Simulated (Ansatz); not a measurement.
This run works on a generated trial structure, not on a known crystal.

Input and command of a plane-wave DFT calculation in Ansatz:

```yaml
crystal:
  lattice:
    - [5.6296188267, 0.0, 0.0]
    - [-2.8148094133, 4.8753929175, 0.0]
    - [0.0, 0.0, 5.700880478]
  atoms:
    - { symbol: Sc, position: [0.0, 0.0, 0.5] }
    - { symbol: Sb, position: [0.0, 0.0, 0.0] }
    - { symbol: Se, position: [0.5, 0.0, 0.5] }
    - { symbol: Se, position: [0.0, 0.5, 0.5] }
    - { symbol: Se, position: [0.5, 0.5, 0.5] }
basis:
  ecutwfc: 420
kpoints:
  mp_grid: { grid: [12, 12, 8] }
hamiltonian:
  xc: pbe
scf:
  occupations: { method: gaussian, width: 0.1 }
output:
  forces: true
  stress: true
  eigenvalues: true
  write_density: true
  write_potential: true
  elf: true
  volumetric_format: npy
relax:
  adjacent_minimum: "off"
  f_tol: 0.01
  max_steps: 80
  cell: { stress_tol: 0.05 }
```

```bash
ansatz run input.yaml --threads 1 --pin off --max-ram 2560MiB --backend cpu --events-out ev --progress --plain --runs-dir out
```

Processor: Arm Neoverse V1, 1 thread, on a host shared with other jobs.

How long does it run, and how much memory does it take?

About 3.1 min, peak memory 0.77 GiB. It solves 45 bands at 95 k points (after reduction by symmetry) with about 3079 plane waves (on the last cell), in 24 SCF iterations over 4 ionic steps.
